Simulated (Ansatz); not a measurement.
Starting structure of a cell relaxation (symmetry kept):

```xyz
6
Lattice="0.0000 3.5667 3.5667 3.5667 0.0000 3.5667 3.5667 3.5667 0.0000" Properties=species:S:1:pos:R:3 pbc="T T T"
Ta    3.5667    3.5667    3.5667
Ta    5.3500    5.3500    5.3500
V     0.8917    0.8917    0.8917
V     0.8917    2.6750    2.6750
V     2.6750    2.6750    0.8917
V     2.6750    0.8917    2.6750
```

The calculation used Ansatz 0.2.0, DFT PBEsol, scalar-relativistic, plane waves, PAW.

Cutoff 420 eV; k points 8×8×8 on the computed 6-atom cell (Γ-centred); Gaussian smearing, width 0.10 eV; no spin polarisation.

Q: What does it relax to?

A: The volume goes down by 0.52 Å³/atom to 14.60 Å³/atom, and the energy falls by 11.5 meV/atom. Final structure:
```yaml
crystal:
  lattice:
    - [0.00000, 3.52537, 3.52537]
    - [3.52537, 0.00000, 3.52537]
    - [3.52537, 3.52537, 0.00000]
  atoms:
    - { symbol: Ta, position: [0.50000, 0.50000, 0.50000] }
    - { symbol: Ta, position: [0.75000, 0.75000, 0.75000] }
    - { symbol: V, position: [0.12500, 0.12500, 0.12500] }
    - { symbol: V, position: [0.62500, 0.12500, 0.12500] }
    - { symbol: V, position: [0.12500, 0.12500, 0.62500] }
    - { symbol: V, position: [0.12500, 0.62500, 0.12500] }
```

Spin–orbit coupling is left out, which can shift energies with elements as heavy as these.